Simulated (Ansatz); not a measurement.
SnF3 in space group Fm-3m (No. 225; Sn on 4b, Sn on 4a, F on 24e), r²SCAN (plane waves, PAW; program Ansatz). The conduction-band minimum lies at L, with 4 equivalent valleys. Second derivatives d²E/dk² of the lowest band at one valley (eV·Å²), along Cartesian directions:

```csv
direction,d²E/dk²
[100],15.28
[010],15.28
[001],15.28
[110],18.10
[101],12.46
[011],12.46
```

Q: Find the principal effective masses, the density-of-states mass and the conductivity mass.

A: Off-diagonal terms follow from H_xy = H[110] − (H_xx + H_yy)/2, and m*/mₑ = 7.620 eV·Å² over each eigenvalue: 0.36, 0.61, 0.61. One valley's DOS mass (m₁m₂m₃)^(1/3) = 0.51, conductivity mass 3/(Σ 1/mᵢ) = 0.50 mₑ.

Q: What effective density of states Nc follows at 300 K for parabolic valleys?

A: Nc = 2.509e19 × 4 × (0.51)^(3/2) ≈ 3.7e19 cm⁻³.

The workflow started from a Materials Project entry (that database holds measured and hypothetical structures alike); the Crystallography Open Database files this formula in space group No. 225, but the cells were not matched. Its standing as an ambient phase is unchecked. The cell was relaxed with r²SCAN under the symmetry of its start; its stability against distortions is not shown here. Scalar-relativistic: spin–orbit coupling is off unless named, which matters more the heavier the elements.

Potentials: the later of the program's two PAW sets.

Edges and masses are those of Kohn–Sham bands, whose gap is no quasiparticle gap.
